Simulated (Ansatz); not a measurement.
Given:

ZrGeO$_{3}$:
```
CELL_PARAMETERS angstrom
      4.00922     0.00000     0.00000
      0.00000     4.00922     0.00000
      0.00000     0.00000     4.36653
ATOMIC_POSITIONS crystal
  Zr 0.50000 0.50000 0.57878
  Ge 0.00000 0.00000 0.19970
  O  0.00000 0.50000 0.44940
  O  0.50000 0.00000 0.44940
  O  0.50000 0.50000 0.01291
```

This is the r²SCAN-relaxed structure.

All from r²SCAN (plane waves, PAW; program Ansatz), unless another level is named. Predict the band gap.

1.68 eV (indirect).

Predict the hole effective mass.

0.45, 0.80, 1.5 mₑ (principal values).

What about the smallest direct gap on the standard path?

2.54 eV.

Next, the HSE06 gap on the r²SCAN cell?

2.33 eV.

Space group P4mm. The start of the workflow was typed in or built on a structure type; neither database checked (COD, Materials Project) lists it. Its standing as an ambient phase is unchecked. The r²SCAN relaxation kept the symmetry of its start; its stability against distortions is not shown here. No spin polarisation was allowed. Spin–orbit coupling is left out wherever it is not named.

Potentials: the later of the program's two PAW sets.
